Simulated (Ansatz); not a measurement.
A relaxed structure of TaGe2. These are r2SCAN (plane waves to 500 eV, PAW, scalar-relativistic; Ansatz, an electronic-structure program) values and carry that method's errors.

```xyz
9
Lattice="4.9673 0.0000 0.0000 -2.4836 4.3018 0.0000 0.0000 0.0000 6.7498" Properties=species:S:1:pos:R:3 pbc="T T T"
Ta     2.4836     0.0000     0.0000
Ta     1.2418     2.1509     2.2499
Ta    -1.2418     2.1509     4.4999
Ge     0.0000     1.4074     0.0000
Ge     3.7484     0.7037     2.2499
Ge     1.2647     3.5980     4.4999
Ge     2.4836     2.8943     0.0000
Ge    -1.2647     3.5980     2.2499
Ge     1.2189     0.7037     4.4999
```

Question: Find the space group and the Wyckoff positions (tolerance 0.01 Å).

Answer: Space group P6₂22 (No. 180); a = b = 4.9673 Å, c = 6.7498 Å, α = β = 90.00°, γ = 120.00°

```
atom  site  symmetry       x       y       z
----  ----  --------  ------  ------  ------
Ta      3c       222  0.5000  0.0000  0.0000
Ge      6i       ..2  0.1636  0.3272  0.0000
```

This is the AFLOW prototype AB2_hP9_180_d_j (C40, as in CrSi2).

Question: Give the shortest distances between elements (the closest pairs, up to four, under 3.6 Å).

Answer: Ge–Ge 2.65 Å; Ge–Ta 2.68 Å; Ta–Ta 3.35 Å.

The volume per atom comes out as 16.03 Å³ and the band gap is zero (metallic).

No spin polarisation in the result. The relaxed primitive cell holds an odd number of electrons. A magnetic state may lie lower.

The run could not lose the symmetry of its start; a randomly shaken copy of 9 atoms returns to this structure.

The first start was generated by placing the elements on the sites of a structure type. A measured structure of TaGe2 has the same space group, P6₂22 (No. 180); the sites were not compared with it.
